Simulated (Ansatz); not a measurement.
TaN:
```
CELL_PARAMETERS angstrom
      0.00000     2.20857     2.20857
      2.20857     0.00000     2.20857
      2.20857     2.20857     0.00000
ATOMIC_POSITIONS crystal
  N  0.00000 0.00000 0.00000
  Ta 0.50000 0.50000 0.50000
```

Relaxed with PBE. Special points in fractions of this cell's reciprocal vectors: Γ (0.000, 0.000, 0.000); X (0.500, 0.000, 0.500); U (0.625, 0.250, 0.625); K (0.375, 0.375, 0.750); L (0.500, 0.500, 0.500); W (0.500, 0.250, 0.750).

### Question
List the band energies nearest the Fermi level at these points for DFT-PBE in the program Ansatz with PAW potentials.

### Answer
In eV from the Fermi level; about four levels below and three above (degenerate sets whole), none deeper than 8.9 eV; … stands for higher levels left out; points with the same levels are listed once.

```csv
k,below,above
Γ,-3.79 -3.79 -3.79 -2.06 -2.06 -2.06,0.08 0.08 …
X,-6.63 -5.37 -4.61 -4.61,2.10 3.49 3.49
U,-7.62 -6.77 -6.12 -2.19,2.42 2.52 4.46
L,-7.49 -7.49,1.87 1.87 1.95
W,-6.74 -6.74 -0.18 -0.18,3.50 3.96 4.46
```

Space group Fm-3m (rock salt). The cell was relaxed with PBE under the symmetry of its start. The run is not spin-polarised. Spin–orbit coupling is left out wherever it is not named.

Potentials: the later of the program's two PAW sets.
